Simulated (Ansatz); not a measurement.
Each is relaxed and computed with the program Ansatz at the r²SCAN level (PAW). Which is the only metal?
(A) Mo2RuSe4, P-1 (Pearson symbol aP14)
(B) LiMgBN2, I-4m2 (Li on 2d, Mg on 2c, B on 2b, N on 4e)
(C) LuB2Ru3, P6/mmm (Ru on 3g, Lu on 1a, B on 2c)
(D) RbBH4, F-43m (Rb on 4a, B on 4b, H on 16e)

C, LuB2Ru3, P6/mmm (Ru on 3g, Lu on 1a, B on 2c). LuB2Ru3: metal; RbBH4: gap 6.49 eV (indirect); Mo2RuSe4: gap 0.59 eV (direct); LiMgBN2: gap 2.97 eV (indirect). Standing as an ambient phase not checked: LuB2Ru3, P6/mmm (Ru on 3g, Lu on 1a, B on 2c); RbBH4, F-43m (Rb on 4a, B on 4b, H on 16e); Mo2RuSe4, P-1 (Pearson symbol aP14); LiMgBN2, I-4m2 (Li on 2d, Mg on 2c, B on 2b, N on 4e). Perhaps ordered models of mixed-site phases: Mo2RuSe4, P-1 (Pearson symbol aP14); LiMgBN2, I-4m2 (Li on 2d, Mg on 2c, B on 2b, N on 4e). All cells were relaxed under the symmetry of their starts (and spin orders); stability against distortions was not tested throughout. Rows with no word on spin ran without spin polarisation. Scalar-relativistic: spin–orbit coupling is off unless named, which matters more the heavier the elements.

Potentials: the later of the program's two PAW sets.
